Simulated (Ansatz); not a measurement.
LaAs2Pd2:
```yaml
crystal:
  lattice:
    - [-2.16767, 2.16767, 5.21051]
    - [2.16767, -2.16767, 5.21051]
    - [2.16767, 2.16767, -5.21051]
  atoms:
    - { symbol: La, position: [0.00000, 0.00000, 0.00000] }
    - { symbol: As, position: [0.37945, 0.37945, 0.00000] }
    - { symbol: As, position: [0.62055, 0.62055, 0.00000] }
    - { symbol: Pd, position: [0.25000, 0.75000, 0.50000] }
    - { symbol: Pd, position: [0.75000, 0.25000, 0.50000] }
```

Relaxed with r²SCAN.

### Question
Which orbitals make up the states near the Fermi level in r²SCAN in the plane-wave PAW code Ansatz?

### Answer
Within 0.5 eV of the Fermi level: As 4p 33 %, Pd 4d 30 %, La 5d 22 %, La 4f 7 %. Projections are on Löwdin-orthogonalised atomic valence shells; empty p or d shells of many metals are not among them.

### Question
Tabulate the density of states.

### Answer
States/eV per cell of 5 atoms, in 0.25 eV bins, energy from the Fermi level.

```csv
E (eV),total,Pd 4d,La 4f,As 4p
-7.85,0.00,0.00,0.00,0.00
-7.60,0.00,0.00,0.00,0.00
-7.35,0.00,0.00,0.00,0.00
-7.10,0.00,0.00,0.00,0.00
-6.85,0.20,0.05,0.00,0.12
-6.60,0.53,0.13,0.00,0.32
-6.35,1.53,0.42,0.01,0.89
-6.10,2.46,0.67,0.01,1.44
-5.85,3.98,1.16,0.01,2.22
-5.60,4.76,1.78,0.02,2.38
-5.35,3.96,1.94,0.01,1.66
-5.10,6.27,2.88,0.02,2.89
-4.85,2.38,1.09,0.01,1.03
-4.60,6.18,3.16,0.03,2.42
-4.35,7.20,4.78,0.04,1.93
-4.10,3.86,2.95,0.02,0.67
-3.85,6.03,4.93,0.03,0.62
-3.60,7.07,5.82,0.02,0.65
-3.35,7.47,6.40,0.03,0.52
-3.10,8.92,7.96,0.04,0.45
-2.85,8.70,7.77,0.04,0.47
-2.60,4.39,3.64,0.02,0.38
-2.35,3.57,2.50,0.02,0.54
-2.10,3.43,1.89,0.03,0.88
-1.85,2.04,1.11,0.02,0.54
-1.60,1.74,0.88,0.02,0.47
-1.35,3.43,1.82,0.04,0.85
-1.10,5.32,3.13,0.05,1.28
-0.85,4.64,2.40,0.07,1.13
-0.60,2.39,0.96,0.08,0.68
-0.35,1.97,0.68,0.09,0.62
-0.10,1.72,0.52,0.11,0.58
0.15,1.29,0.34,0.10,0.45
0.40,1.37,0.30,0.13,0.47
0.65,2.28,0.35,0.21,0.78
0.90,2.55,0.35,0.31,0.77
1.15,2.40,0.28,0.49,0.59
1.40,2.12,0.19,0.66,0.41
1.65,2.48,0.13,1.22,0.25
1.90,11.02,0.22,8.92,0.25
2.15,35.91,0.37,33.07,0.37
```

Space group I4/mmm. The first step of the workflow began from a Materials Project structure, measured or hypothetical; the Crystallography Open Database copy checked does not list it. Its standing as an ambient phase is unchecked. The r²SCAN relaxation kept the symmetry of its start; its stability against distortions is not shown here. No spin polarisation was allowed. Scalar-relativistic: spin–orbit coupling is off unless named, which matters more the heavier the elements.

Potentials: the earlier of the program's two PAW sets.
